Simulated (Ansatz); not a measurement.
A geometry of HfO2 away from equilibrium: step 2 of the relaxation of a relaxed HfO2 cell shaken by Gaussian noise of σ = 0.08 Å a coordinate. Level of theory: r2SCAN (plane waves to 500 eV, PAW, scalar-relativistic; Ansatz, an electronic-structure program). Γ-centred k-mesh 4×4×2 on the run's cell (coarser than for final values), Fermi–Dirac smearing 0.05 eV.

```xyz
12
Lattice="6.3235 0.0029 0.0105 -3.1592 5.5035 -0.0012 0.0172 0.0076 10.2754" Properties=species:S:1:pos:R:3:forces:R:3 pbc="T T T" free_energy=-67503.818 pressure_GPa=0.6
Hf     0.0180     3.5932     0.6471    0.9564   -0.0765   -1.1551
Hf     3.1369     1.8472     5.7846   -0.9001   -0.5391   -0.1734
Hf     3.2241     1.7574     9.6451    0.0098   -0.0708   -0.0755
Hf    -0.0239     3.6792     4.4614   -0.9369   -0.0550    1.3978
O     -0.0498     3.6416     2.5570    0.0203    0.0240   -0.2597
O      3.1650     1.8133     7.7188   -0.0069    0.0271   -0.2341
O      3.2612    -0.1044    -0.0745   -0.0871   -0.3107    0.2729
O      1.5183     2.7720     5.1500    0.7155   -0.2889    0.1921
O     -1.5378     2.6844    -0.0229   -0.0122   -0.0105    0.0501
O      3.0804     0.0005     5.1055    0.2062    0.4787    0.0610
O      1.6435     2.6299     0.0560   -0.8438    0.4058    0.4210
O     -1.6393     2.7702     5.1621    0.8789    0.4159   -0.4971
```

Positions in Å, forces in eV/Å, free energy of the cell in eV (comparable only within this code, potentials and settings). Largest force: 1.68 eV/Å, on Hf4 (atoms numbered as listed); the geometry lies 0.01 eV/atom above the end of its relaxation.

No spin polarisation in the result.

The end of the path is a generated cell of HfO2: the first start was made by placing the elements on the sites of a structure type, and the end was not matched to a known phase here, so it may be hypothetical. Known forms of HfO2 include space group No. 14, 29, 137, 225.
